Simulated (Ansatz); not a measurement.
PbS:
```yaml
crystal:
  lattice:
    - [4.12313, 0.00000, 0.00000]
    - [-2.06157, 3.57074, 0.00000]
    - [0.00000, 0.00000, 7.33320]
  atoms:
    - { symbol: Pb, position: [0.00000, 0.00000, 0.00000] }
    - { symbol: Pb, position: [0.00000, 0.00000, 0.50000] }
    - { symbol: S, position: [0.33333, 0.66667, 0.25000] }
    - { symbol: S, position: [0.66667, 0.33333, 0.75000] }
```

Relaxed with r²SCAN.

Task: Map the electron localisation function on the plane through (0.000, 0.000, 0.000) spanned by u = [0, 0, 1] and v = [1, -1, 0] in lattice vectors, from DFT-r²SCAN in the program Ansatz with PAW potentials.

Result: x is the fraction of u, y of v (the angle between them is 90°; rows are the nearest grid lines); atoms in the plane: Pb at (0.00, 0.00), Pb at (0.50, 0.00), S at (0.25, 0.33), S at (0.75, 0.67).
```
|   :==-:.  .-=+-.    .-+=-.  .:-==:   |
|  :=+=-.   .:===-.  .-==-:.   .-=+=:  |
|:-=+==:.   .:-=+=-::-===-......:-===-:|
|====-:.     ..--=====--::-=+++-:::-===|
|-=--:.       .::--=--:::=*#%%%#+-:::--|
|...             .....:=#%@@@@@@@%*-:..|
|                   .:=#%@@@@@@@@@%+-. |
|.                  :=#%@@%=  :*@@@#+-.|
|.                  :=#%@@%=  :*@@@%+-.|
|.                  .-*%@@@#+=*%@@%#+:.|
|     .:-====-:.     .-*%@@@@@@@@%#+:. |
|    .-+**##*+=:.    .:=*%@@@@@@%#+-.  |
|  .-+#%@@@@@@%*=:.    .:=+*##**+-.    |
| .:+#%@@@@@@@@%*-.     .:-====-:.     |
|.:+#%@@%*=+#@@@%*-.                  .|
|.-+%@@@*:  =%@@%#=:                  .|
|.-+#@@@*:  =%@@%#=:                  .|
| .-+%@@@@@@@@@%#=:.                   |
|..:-*%@@@@@@@%#=:.....             ...|
|--:::-+#%%%#*=:::--=--::.       .:--=-|
|===-:::-+++=-::--=====--..     .:-====|
|:-===-:......-===-::-=+=-:.   .:==+=-:|
|  :=+=-.   .:-==-.  .-===:.   .-=+=:  |
|   :==-:.  .-=+-.    .-+=-.  .:-==:   |
```
Scale: ten equal steps from 0.002 (start of ' ') to 0.871 (end of '@'), in the order ' .:-=+*#%@'; x runs from 0.000 to 1.00, y from 0.000 (bottom) to 1.00 (top).

The density is the valence pseudo-density with augmentation charge, so density and ELF within about 1 Å of a nucleus are not all-electron values.

Space group P6_3/mmc (NiAs type). The start of the workflow was typed in or built on a structure type; neither database checked (COD, Materials Project) lists it. It is not the phase usual at ambient conditions (space group No. 225). The cell was relaxed with r²SCAN under the symmetry of its start; its stability against distortions is not shown here. Spin–orbit coupling is left out wherever it is not named.

Potentials: the later of the program's two PAW sets.
